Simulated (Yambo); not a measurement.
G0W0@LDA for SrTiO3 (cubic perovskite, space group Pm-3m, No. 221) in Yambo. Reference settings: 4×4×4 Γ-centred k mesh, bands 2 to 118 and a 8 Ry block in the screening, 118 bands in G with the Bruneval-Gonze terminator, plasmon pole fitted at 27.2 eV. The LDA gap R → Γ on this mesh is 1.80 eV; G0W0 gaps are taken between the same points.

Gap (R → Γ) in eV against the number of bands and the screening block, terminator on:

| bands (W and G) | 2 Ry | 3 Ry | 5 Ry | 6 Ry | 8 Ry |
|---|---|---|---|---|---|
| 32 | 4.340 | 3.892 | 3.676 | 3.626 | 3.605 |
| 47 | 4.141 | 3.721 | 3.531 | 3.497 | 3.502 |
| 67 | 4.089 | 3.674 | 3.491 | 3.464 | 3.483 |
| 92 | 4.074 | 3.654 | 3.478 | 3.459 | 3.489 |
| 118 | 4.067 | 3.644 | 3.474 | 3.456 | 3.492 |

Rough cost of the Yambo step against the reference (shared machines):

| bands (W and G) | 2 Ry | 3 Ry | 5 Ry | 6 Ry | 8 Ry |
|---|---|---|---|---|---|
| 32 | 1/6 | 1/7 | 1/6 | 1/6 | 1/5 |
| 47 | 1/3 | 1/3 | 1/3 | 1/3 | 1/2 |
| 67 | 1/3 | 1/2 | 1/2 | 1/2 | ~1 |
| 92 | ~1 | ~1 | ~1 | ~1 | ~1 |
| 118 | ~1 | ~1 | ~1 | ~1 | 1 |

At the largest block the last step in bands moves the gap by 0.003 eV; at the most bands the last step in the block moves it by 0.036 eV.

The cell is held in this high symmetry; tilts and polar distortions were not searched.

Geometry of the Materials Project entry, not relaxed at this level; primitive cell a = b = c = 3.9127 Å, α = β = γ = 90.00°.
